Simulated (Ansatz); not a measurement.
CdHgSe₂ in space group P-4m2 (No. 115; Cd on 1c, Hg on 1a, Se on 2g) at seven volumes, the program Ansatz at the r²SCAN level (PAW), shape and atoms relaxed at each. One row is withheld.

```csv
V (Å³/atom),P (GPa)
26.566,5.99
27.442,3.64
28.318,1.66
29.193,0.00
30.069,-1.40
30.945,?
31.821,-3.56
```

Q: Fit the shown pressures and predict the withheld one.

A: P = (3/2)B₀(x^(7/2) − x^(5/2))[1 + (3/4)(B′ − 4)(x − 1)] with x = (V₀/V)^(2/3). Least squares on the six rows gives V₀ = 29.193 Å³/atom, B₀ = 50.7 GPa, B′ = 4.77. At V = 30.945, x = 0.9619 and P = -2.57 GPa. The run itself gave -2.58 GPa.

The workflow started from a Materials Project entry (that database holds measured and hypothetical structures alike); the Crystallography Open Database copy checked does not list it. With Cd and Hg taken as one species the cell has the higher symmetry F-43m, so it may be an ordered model of a mixed-site phase. Its standing as an ambient phase is unchecked. The cell was relaxed with r²SCAN under the symmetry of its start; its stability against distortions is not shown here. Spin–orbit coupling is left out wherever it is not named.

Potentials: the later of the program's two PAW sets.
